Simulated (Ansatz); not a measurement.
**LiZn, one cell by several methods**

```
Li Zn
1.0
     0.00000    3.11100    3.11100
     3.11100    0.00000    3.11100
     3.11100    3.11100    0.00000
Li Zn
2 2
Direct
  0.50000 0.50000 0.50000
  0.75000 0.75000 0.75000
  0.00000 0.00000 0.00000
  0.25000 0.25000 0.25000
```

Atom numbers follow the list: Li1, Li2, Zn3, Zn4.

The geometry is COD entry 1539532, unchecked; take it as a test cell. It is an old determination, and later ones may differ.

Methods: DFT, LDA, PAW with Ansatz's default frozen-core files, scalar-relativistic (Ansatz 0.2.0); DFT, LDA, all-electron PAW with datasets made for the crystal, scalar-relativistic (Ansatz 0.2.0); DFT, LDA, all-electron LAPW, scalar-relativistic (Ansatz 0.2.0).

For PAW: a Γ-centred 9×9×9 k mesh, Fermi–Dirac smearing of 0.08 eV, cutoff 420 eV, no spin polarisation; the PAW files were made with PBE, and the program remakes their frozen cores for this functional. The crystal-made all-electron datasets (AE datasets) take a cutoff of 240 eV at this cell. LAPW targets a basis error of 0.5 meV/atom. The Ansatz runs share mesh, smearing and spin set-up. Plane-wave (PAW) pressures include the program's estimate of the Pulay term.

Stress and pressure are positive in compression.

Levels count from the Fermi level.

```
                      quantity     PAW  AE datasets    LAPW
                pressure (GPa)   -5.67        -5.67   -5.67
highest filled level at U (eV)  -0.360       -0.360  -0.360
  lowest empty level at U (eV)   2.710        2.709   2.709
highest filled level at W (eV)  -1.452       -1.451  -1.451
  lowest empty level at W (eV)   4.659        4.660   4.660
highest filled level at Γ (eV)  -6.738       -6.721  -6.721
  lowest empty level at Γ (eV)   3.383        3.383   3.383
```
